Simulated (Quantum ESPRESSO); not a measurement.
# Planted mistakes on one cell of Al4NFO4

These are calculations, not measurements. They come from pw.x of Quantum ESPRESSO 7.5, a plane-wave density functional program, with PseudoDojo standard norm-conserving files (v0.5 for PBE, v0.4.1 for LDA and PBEsol). The cells are made up: elements, strain and atom displacements were drawn at random, and nothing was relaxed. There is no spin polarisation, spin-orbit coupling or dispersion term.

The cell has 10 sites of a corundum lattice. Sites 1 to 4 hold Al Al Al Al; sites 5 to 10 hold N F O O O O. Cell vectors in Å: (2.440, 1.387, 4.316); (-2.393, 1.380, 4.292); (0.018, -2.752, 4.300). Settings: PBE, cutoff 1143 eV, 6 x 6 x 6 k mesh shifted by half a step, Fermi-Dirac smearing of 0.025 eV.

The intended run has a self-consistency threshold of 1e-07 eV, a smearing term of 0.000 eV, a pressure of 14.45 GPa and 12 iterations. Each further run changes one thing: all lengths scaled by 0.9944; atoms of sites 6 and 9 exchanged; cutoff 827 eV; files of PBEsol; k mesh 2 x 2 x 2; one electron added; smearing 0.44 eV; threshold 0.5 eV. A coarse mesh keeps the shift, and a charged cell sits in a uniform background.

```
run  change of free energy (eV)  smearing term -TS (eV)  change of P (GPa)  largest change of a force component (eV/Å)  iterations
  A                       0.631                   0.000              -9.09                                       0.019          12
  B                       8.166                   0.000              -5.13                                       0.082          12
  C                       0.023                   0.000               0.01                                       0.040          12
  D                      -0.171                   0.000              -0.10                                       3.826          12
  E                       0.150                   0.000               4.55                                       0.124          12
  F                      -0.005                  -0.030               0.08                                       0.010          10
  G                      14.696                  -0.004              41.29                                       1.027          12
  H                       0.234                   0.000             -21.19                                       0.232           3
```

A rerun of the intended cell at 1437 eV and k mesh 8 x 8 x 8 moved values by no more than 0.003 eV in the cell's energy, 0.02 GPa in stress and 0.002 eV/Å in force.

Question: which change belongs to which run?

## Worked reading

Run H has the fewest iterations, as a run stopped early does. Run F has the largest smearing term, as wide smearing gives. Run E changes the volume by a factor of 0.9833; minus its pressure change over the logarithm of that factor, 270 GPa, is a rough bulk modulus with clamped atoms. Energies from files of another functional, or of a charged cell, have another zero and say nothing on stability; the pressure of a charged cell rests on the program's zero of potential too.

## Key

```
run                            change
  A                     cutoff 827 eV
  B                   files of PBEsol
  C                  k mesh 2 x 2 x 2
  D  atoms of sites 6 and 9 exchanged
  E      all lengths scaled by 0.9944
  F                  smearing 0.44 eV
  G                one electron added
  H                  threshold 0.5 eV
```